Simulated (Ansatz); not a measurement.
Input, command and steps of an Ansatz relaxation.

```yaml
crystal:
  lattice:
    - [3.780659, 0.0, 0.0]
    - [0.0, 3.780659, 0.0]
    - [0.0, 0.0, 8.026287]
  atoms:
    - { symbol: Zr, position: [0.5, 0.5, 0.728601] }
    - { symbol: Zr, position: [0.0, 0.0, 0.270239] }
    - { symbol: As, position: [0.5, 0.0, 0.998561] }
    - { symbol: As, position: [0.0, 0.5, 0.998561] }
    - { symbol: As, position: [0.5, 0.5, 0.378887] }
    - { symbol: S, position: [0.0, 0.0, 0.62515] }
basis:
  ecutwfc: 500
kpoints:
  mp_grid: { grid: [10, 10, 6] }
hamiltonian:
  xc: r2scan
scf:
  occupations: { method: gaussian, width: 0.1 }
output:
  forces: true
  stress: true
  eigenvalues: true
  write_density: true
  write_potential: true
  elf: true
  volumetric_format: npy
relax:
  adjacent_minimum: "off"
  f_tol: 0.005
  max_steps: 80
  cell: { stress_tol: 0.05 }
```

```bash
ansatz run input.yaml --threads 1 --pin off --max-ram 2560MiB --backend cpu --events-out ev --progress --plain --runs-dir out
```

Method: Ansatz 0.2.0, DFT r2SCAN, scalar-relativistic, plane waves, PAW.

Of 6 frames 5 are shown, positions in Å and forces in eV/Å; the SCF threshold varies from step to step. Steps run on the plane waves of an earlier cell, with a Pulay correction in the pressure. The basis is chosen afresh for the last frame, the zero of the energies, and at times for earlier ones too; energy and pressure step there, also at an unchanged geometry. The mark taken_back stands on steps that the optimiser undid.

```xyz
6
Lattice="3.7807 0.0000 0.0000 0.0000 3.7807 0.0000 0.0000 0.0000 8.0263" Properties=species:S:1:pos:R:3:forces:R:3 pbc="T T T" step=1 free_energy_over_end_meV_per_atom=1.52 pressure_GPa=-1.56
Zr    1.8903    1.8903    5.8480    0.0000    0.0000   -0.0059
Zr    0.0000    0.0000    2.1690    0.0000    0.0000    0.1438
As    1.8903    0.0000    8.0147    0.0000    0.0000   -0.0959
As    0.0000    1.8903    8.0147    0.0000    0.0000   -0.0959
As    1.8903    1.8903    3.0411    0.0000    0.0000    0.0134
S     0.0000    0.0000    5.0176    0.0000    0.0000    0.0404
6
Lattice="3.7489 0.0000 0.0000 0.0000 3.7489 0.0000 0.0000 0.0000 7.8972" Properties=species:S:1:pos:R:3:forces:R:3 pbc="T T T" step=2 free_energy_over_end_meV_per_atom=5.18 pressure_GPa=2.66 taken_back
Zr    1.8744    1.8744    5.7516    0.0000    0.0000   -0.0583
Zr    0.0000    0.0000    2.1615    0.0000    0.0000   -0.2038
As    1.8744    0.0000    7.8541    0.0000    0.0000    0.2946
As    0.0000    1.8744    7.8541    0.0000    0.0000    0.2946
As    1.8744    1.8744    2.9990    0.0000    0.0000   -0.0685
S     0.0000    0.0000    4.9682    0.0000    0.0000   -0.2588
6
Lattice="3.7637 0.0000 0.0000 0.0000 3.7637 0.0000 0.0000 0.0000 7.9923" Properties=species:S:1:pos:R:3:forces:R:3 pbc="T T T" step=3 free_energy_over_end_meV_per_atom=-0.03 pressure_GPa=0.00
Zr    1.8819    1.8819    5.8224    0.0000    0.0000   -0.0282
Zr    0.0000    0.0000    2.1706    0.0000    0.0000    0.0122
As    1.8819    0.0000    7.9734    0.0000    0.0000    0.0006
As    0.0000    1.8819    7.9734    0.0000    0.0000    0.0006
As    1.8819    1.8819    3.0346    0.0000    0.0000   -0.0298
S     0.0000    0.0000    4.9948    0.0000    0.0000    0.0446
6
Lattice="3.7675 0.0000 0.0000 0.0000 3.7675 0.0000 0.0000 0.0000 7.9756" Properties=species:S:1:pos:R:3:forces:R:3 pbc="T T T" step=4 free_energy_over_end_meV_per_atom=-0.01 pressure_GPa=0.02 taken_back
Zr    1.8838    1.8838    5.8069    0.0000    0.0000    0.0148
Zr    0.0000    0.0000    2.1688    0.0000    0.0000   -0.0171
As    1.8838    0.0000    7.9565    0.0000    0.0000    0.0010
As    0.0000    1.8838    7.9565    0.0000    0.0000    0.0010
As    1.8838    1.8838    3.0186    0.0000    0.0000    0.0491
S     0.0000    0.0000    4.9948    0.0000    0.0000   -0.0488
6
Lattice="3.7653 0.0000 0.0000 0.0000 3.7653 0.0000 0.0000 0.0000 7.9859" Properties=species:S:1:pos:R:3:forces:R:3 pbc="T T T" step=6 free_energy_over_end_meV_per_atom=0.00 pressure_GPa=0.00
Zr    1.8827    1.8827    5.8158    0.0000    0.0000   -0.0015
Zr    0.0000    0.0000    2.1700    0.0000    0.0000    0.0008
As    1.8827    0.0000    7.9669    0.0000    0.0000    0.0005
As    0.0000    1.8827    7.9669    0.0000    0.0000    0.0005
As    1.8827    1.8827    3.0284    0.0000    0.0000   -0.0008
S     0.0000    0.0000    4.9957    0.0000    0.0000    0.0005
```

The run took 11 min on 1 thread of Arm Neoverse V2, on a shared host, peak memory 0.77 GiB.